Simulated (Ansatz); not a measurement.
La$_{2}$O$_{3}$ (A-La2O3 type, space group P-3m1)

```
La2O3
1.0
    3.94042     0.00000     0.00000
   -1.97021     3.41251     0.00000
    0.00000     0.00000     6.18831
La O
2 3
Direct
  0.33333   0.66667   0.24738
  0.66667   0.33333   0.75262
  0.00000   0.00000   0.00000
  0.33333   0.66667   0.64529
  0.66667   0.33333   0.35471
```

Two coordinates are scanned: the volume, and the ratio of the stretch along z (the conventional c axis) to the stretch across it. Atoms keep their fractional coordinates.

Calculation: PBE (plane waves to 420 eV, PAW, scalar-relativistic; Ansatz, a first-principles code). k mesh 10×10×6 (Γ-centred), Fermi-Dirac smearing 0.05 eV. Energies are smeared free energies. As the atoms are clamped, bonds stretch with the cell, which overstates energies and stresses. La2O3 is run without spin polarisation. La2O3 was relaxed with its symmetry unable to fall. The PAW data are Ansatz's earlier set.

Changes of ΔE (kJ/mol of atoms) from the point V/V₀ = 1.000, (c/a)/(c/a)₀ = 1.000 when one coordinate moves alone (two changes are said to add if the coupling is within 5 % of the smaller one, nearly so within 20 %):

```json
[
 {"point": "V/V₀ = 1.000, (c/a)/(c/a)₀ = 0.920", "change": "2.148"},
 {"point": "V/V₀ = 1.000, (c/a)/(c/a)₀ = 0.947", "change": "0.929"},
 {"point": "V/V₀ = 1.000, (c/a)/(c/a)₀ = 0.973", "change": "0.227"},
 {"point": "V/V₀ = 0.920, (c/a)/(c/a)₀ = 1.000", "change": "4.795"},
 {"point": "V/V₀ = 0.947, (c/a)/(c/a)₀ = 1.000", "change": "2.029"},
 {"point": "V/V₀ = 0.973, (c/a)/(c/a)₀ = 1.000", "change": "0.483"},
 {"point": "V/V₀ = 1.027, (c/a)/(c/a)₀ = 1.000", "change": "0.435"},
 {"point": "V/V₀ = 1.053, (c/a)/(c/a)₀ = 1.000", "change": "1.671"},
 {"point": "V/V₀ = 1.080, (c/a)/(c/a)₀ = 1.000", "change": "3.598"},
 {"point": "V/V₀ = 1.000, (c/a)/(c/a)₀ = 1.027", "change": "0.218"},
 {"point": "V/V₀ = 1.000, (c/a)/(c/a)₀ = 1.053", "change": "0.857"},
 {"point": "V/V₀ = 1.000, (c/a)/(c/a)₀ = 1.080", "change": "1.899"}
]
```

Question: Do the two effects add at V/V₀ = 0.920, (c/a)/(c/a)₀ = 1.080? Give the computed change.

Answer: The sum of the single changes is 4.795 + (1.899) = 6.694; the calculation gives 8.676, so the coupling contributes 1.982 (over 20 % of the smaller single change, not additive).

Question: Do the two effects add at V/V₀ = 1.053, (c/a)/(c/a)₀ = 1.080? Give the computed change.

Answer: The sum of the single changes is 1.671 + (1.899) = 3.570; the calculation gives 2.487, so the coupling contributes -1.083 (over 20 % of the smaller single change, not additive).

Question: What is the change at V/V₀ = 1.080, (c/a)/(c/a)₀ = 1.053, where both move, and how far is it from the sum?

Answer: The sum of the single changes is 3.598 + (0.857) = 4.455; the calculation gives 3.480, so the coupling contributes -0.975 (over 20 % of the smaller single change, not additive).

(Under strain, the slope of the energy per volume gives the stress and its curvature an elastic modulus.)
